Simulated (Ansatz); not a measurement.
SnS2:
```
SnS2
1.0
    3.66928     0.00000     0.00000
   -1.83464     3.17769     0.00000
    0.00000     0.00000     5.80754
Sn S
1 2
Cartesian
  0.00000   0.00000   0.00000
  0.00000   2.11846   1.47831
  1.83464   1.05923   4.32923
```

Plane-wave PAW PBE+D3(BJ) (Ansatz code) gives a gap of 1.22 eV without spin–orbit coupling, maximum on the K–Γ line, 84 % of the way from K, minimum off the standard path, at k = (0.000, 0.451, 0.323).

What happens when spin–orbit coupling is switched on?

The gap is nearly the same, to 1.22 eV; maximum on the K–Γ line, 85 % of the way from K, minimum off the standard path, at k = (0.000, 0.451, 0.323).

Give the electron effective mass with spin–orbit coupling.

0.24, 0.47, 0.75 mₑ (principal values).

Give the hole effective mass with spin–orbit coupling.

0.26, 5.0, 6.2 mₑ (principal values).

Space group P-3m1 (CdI2 type). Symmetry was held in the PBE+D3(BJ) relaxation; of distortions, only those at the zone centre were tested.

Potentials: the later of the program's two PAW sets.
